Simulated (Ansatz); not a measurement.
**YCo$_{2}$B$_{2}$ (I4/mmm): electronic heat capacity and spin susceptibility from the density of states**

All numbers below come from DFT PBEsol, scalar-relativistic, plane waves, PAW in Ansatz 0.2.0.

Cutoff 420 eV; k points 14×14×14 on the computed 5-atom cell (Γ-centred); Gaussian smearing, width 0.10 eV; no spin polarisation.

Relaxed cell: I4/mmm, a = 3.511 Å, b = 3.511 Å, c = 9.282 Å, α = 90.00°, β = 90.00°, γ = 90.00°, 5 atoms in the primitive cell. Whether it is the stable form of this composition wasn't checked.

The density of states at the Fermi level is 1.491 states/eV in the cell of 5 atoms (1 formula unit; both spins, tetrahedra on a 21×21×21 mesh). Averaged over bins of 0.1 eV the density runs from 1.5 to 2.1 states/eV within 0.2 eV of the Fermi level, so the figure hangs on the exact place of that level.

Question: What Sommerfeld coefficient and Pauli susceptibility does this give?

Answer: Per formula unit N(E_F) = 1.491 states/eV. γ = (π²/3) k_B² N(E_F) N_A = 2.357 mJ/(mol K²) per state/eV, so γ = 3.5 mJ/(mol K²), a mole of formula units. χ_P = μ_B² N(E_F) N_A = 3.23×10⁻⁵ emu/mol per state/eV gives 4.8×10⁻⁵ emu/mol. This is the bare band result: a measured γ of the same phase is as a rule larger by a factor 1 + λ from phonons and spin fluctuations, the spin part of χ is larger by the Stoner factor, and a measured χ also holds orbital and core terms. N(E_F) at one energy is sensitive to the mesh where the density of states has sharp peaks.

A ferromagnetic start lost its moments in a first run, so spin was left out; other magnetic orders weren't tried.

Cost: 1 run of about 1.4 core-minutes, on Intel Xeon 6975P-C (Granite Rapids) (shared hosts).